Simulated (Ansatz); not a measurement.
GaPt₃:
```yaml
crystal:
  lattice:
    - [-2.74852, 2.74852, 3.96394]
    - [2.74852, -2.74852, 3.96394]
    - [2.74852, 2.74852, -3.96394]
  atoms:
    - { symbol: Ga, position: [0.25000, 0.75000, 0.50000] }
    - { symbol: Ga, position: [0.75000, 0.25000, 0.50000] }
    - { symbol: Pt, position: [0.29360, 0.20640, 0.50000] }
    - { symbol: Pt, position: [0.70640, 0.79360, 0.50000] }
    - { symbol: Pt, position: [0.20640, 0.70640, 0.91281] }
    - { symbol: Pt, position: [0.79360, 0.29360, 0.08719] }
    - { symbol: Pt, position: [0.25000, 0.25000, 0.00000] }
    - { symbol: Pt, position: [0.75000, 0.75000, 0.00000] }
```

Relaxed with r²SCAN. Special points in fractions of this cell's reciprocal vectors: Γ (0.000, 0.000, 0.000); X (0.000, 0.000, 0.500); P (0.250, 0.250, 0.250); N (0.000, 0.500, 0.000); M (0.500, 0.500, -0.500); S (0.370, 0.630, -0.370); S0 (-0.370, 0.370, 0.370); R (-0.240, 0.240, 0.500); G (0.500, 0.500, -0.240).

### Question
List the band energies nearest the Fermi level at these points for r²SCAN (plane waves, PAW; program Ansatz).

### Answer
In eV from the Fermi level; about four levels below and three above (degenerate sets whole), none deeper than 8.9 eV; points with the same levels are listed once.

| k | below | above |
|---|---|---|
| Γ | -0.78 -0.78 -0.44 -0.28 | 0.29 0.62 0.62 |
| X | -0.99 -0.89 -0.75 -0.74 | 0.49 1.40 1.53 |
| P | -0.81 -0.81 -0.59 -0.59 | 2.40 2.40 2.88 2.88 |
| N | -1.40 -1.40 -0.42 -0.42 | 0.71 0.71 1.69 1.69 |
| M | -1.98 -1.98 -1.97 -1.20 -0.41 | 0.45 1.64 1.64 |
| S | -1.12 -0.79 -0.77 -0.15 | 1.60 2.82 3.56 |
| R | -1.03 -0.82 -0.51 -0.33 | 2.36 2.79 3.02 |

Space group I4/mcm. The workflow started from a Materials Project entry (that database holds measured and hypothetical structures alike); the Crystallography Open Database copy checked does not list it. COD files the formula under space group No. 127, so this cell is another polymorph or a model. Its standing as an ambient phase is unchecked. The cell was relaxed with r²SCAN under the symmetry of its start; whether a distortion lowers the energy is not shown. The run is not spin-polarised. Spin–orbit coupling is left out wherever it is not named.

Potentials: the earlier of the program's two PAW sets.
